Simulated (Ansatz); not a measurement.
# An elastic constant from a strain scan in TiO2

Computed with DFT r2SCAN, scalar-relativistic, plane waves, PAW in Ansatz. Cutoff 500 eV, Γ-centred 6×6×10 k-points, Gaussian smearing of 0.05 eV. No spin polarisation. Energies are free energies at this smearing, counted from the undisturbed cell; pressure is positive in compression.

The undisturbed cell (relaxed at this level):

```yaml
crystal:
  lattice:
    - [4.59675, 0.00000, 0.00000]
    - [0.00000, 4.59675, 0.00000]
    - [0.00000, 0.00000, 2.95367]
  atoms:
    - { symbol: Ti, position: [0.00000, 0.00000, 0.00000] }
    - { symbol: Ti, position: [0.50000, 0.50000, 0.50000] }
    - { symbol: O, position: [0.30461, 0.30461, 0.00000] }
    - { symbol: O, position: [0.19539, 0.80461, 0.50000] }
    - { symbol: O, position: [0.69539, 0.69539, 0.00000] }
    - { symbol: O, position: [0.80461, 0.19539, 0.50000] }
```

The cell is strained by ε times the Voigt pattern (0, 0, 0, 0, 0, 1) (xx, yy, zz, yz, xz, xy; engineering shear) with fractional coordinates fixed. The cell holds 6 atoms in V0 = 62.41 Å³. The stress column is τ = (1/V0) dE/dε, got from the stress tensor σ (compression positive) at each point as −det(1 + εP) σ : P(1 + εP)⁻¹, with P the pattern as a tensor.

```csv
ε,ΔE (meV/atom),τ (GPa)
-0.0175,2.357,-4.154
-0.0150,1.731,-3.560
-0.0125,1.202,-2.966
-0.0100,0.770,-2.372
-0.0075,0.432,-1.779
-0.0050,0.191,-1.186
-0.0025,0.048,-0.593
0.0000,0.000,0.000
0.0025,0.048,0.593
0.0050,0.191,1.186
0.0075,0.432,1.779
0.0100,0.770,2.372
0.0125,1.202,2.966
0.0150,1.731,3.560
0.0175,2.357,4.154
0.0200,?,?
```

Which combination of elastic constants does this scan measure, and how large is it?

For small ε, τ = τ0 + Kε with K = pᵀCp, which for this pattern is C66 in the Cartesian frame shown. The parabola through τ at ε = -0.0025, 0 and 0.0025 has slope K = 237 GPa at zero. The energies per cell, E = NΔE, of the wider pair ε = ±0.0175 give K = 2[E(ε₊)/ε₊ − E(ε₋)/ε₋]/[(ε₊ − ε₋)V0] = 237 GPa, in agreement. These are clamped-ion values.

Predict the withheld row at ε = 0.0200 from the harmonic law, and compare.

ΔE = V0(τ0 ε + Kε²/2)/N = 3.080 meV/atom and τ = 4.74 GPa. The calculation gives 3.080 meV/atom and 4.75 GPa, a miss of 0.01 meV/atom at most, so the harmonic law still holds here.

Forces appear on the atoms along this scan, and letting them relax would lower the energy and soften the response.

Cost: 9 runs of about 5.9 core-minutes in all, on Intel Xeon Processor @ 2.50GHz (Skylake/Cascade Lake) (shared hosts).